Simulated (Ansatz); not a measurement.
TePb₂S in space group R-3m (No. 166; Te on 3b, Pb on 6c, S on 3a), plane-wave PAW r²SCAN (Ansatz code). The conduction-band minimum lies at F, with 3 equivalent valleys. Second derivatives d²E/dk² of the lowest band at one valley (eV·Å²), along Cartesian directions:

```csv
direction,d²E/dk²
[100],37.32
[010],52.66
[001],54.77
[110],31.70
[101],46.34
[011],53.88
```

Find the principal effective masses, the density-of-states mass and the conductivity mass.

Off-diagonal terms follow from H_xy = H[110] − (H_xx + H_yy)/2, and m*/mₑ = 7.620 eV·Å² over each eigenvalue: 0.13, 0.14, 0.26. One valley's DOS mass (m₁m₂m₃)^(1/3) = 0.17, conductivity mass 3/(Σ 1/mᵢ) = 0.16 mₑ.

What effective density of states Nc follows at 300 K for parabolic valleys?

Nc = 2.509e19 × 3 × (0.17)^(3/2) ≈ 5.3e18 cm⁻³.

The workflow started from a Materials Project entry (that database holds measured and hypothetical structures alike); the Crystallography Open Database copy checked does not list it. Whether it is the stable phase at ambient conditions was not checked. Symmetry was held in the r²SCAN relaxation; whether a distortion lowers the energy is not shown. Scalar-relativistic: spin–orbit coupling is off unless named, which matters more the heavier the elements.

Potentials: the later of the program's two PAW sets.

Edges and masses are those of Kohn–Sham bands, whose gap is no quasiparticle gap.
